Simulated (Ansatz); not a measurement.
BaS:
```cif
data_Ba4S4
_chemical_formula_sum 'Ba4 S4'
_space_group_name_H-M_alt 'Fm-3m'
_space_group_IT_number 225
_space_group_name_Hall '-F 4 2 3'
_cell_length_a 6.42853
_cell_length_b 6.42853
_cell_length_c 6.42853
_cell_angle_alpha 90.000
_cell_angle_beta 90.000
_cell_angle_gamma 90.000
loop_
_atom_site_label
_atom_site_type_symbol
_atom_site_symmetry_multiplicity
_atom_site_Wyckoff_symbol
_atom_site_fract_x
_atom_site_fract_y
_atom_site_fract_z
_atom_site_occupancy
Ba1 Ba 4 a 0.00000 0.00000 0.00000 1
S1 S 4 b 0.50000 0.50000 0.50000 1
```
(The calculation used a cell of 2 atoms; values per cell refer to that cell.)

This is the PBE-relaxed structure.

Task: All from PBE (plane waves, PAW; program Ansatz), unless another level is named. Estimate the hole effective mass, band 2 of 3 at the edge.

Result: 2.7 along [100], 0.61 along [110], 0.82 along [111] (mₑ).

Task: Predict the electron effective mass with spin–orbit coupling.

Result: 0.34, 0.34, 1.3 mₑ (principal values).

Task: Next, the formation energy from the elements (no fitted shifts)?

Result: -2.13 eV/atom.

Task: Next, the weight of the valence-edge state by species (Voronoi cells)?

Result: S 93 %, Ba 7 %.

The cell was relaxed with PBE under the symmetry of its start. The references are the lowest solids computed at this level, not always the standard phases. Spin–orbit coupling is left out wherever it is not named.

Potentials: the later of the program's two PAW sets.

Edges and masses are those of Kohn–Sham bands, whose gap is no quasiparticle gap.
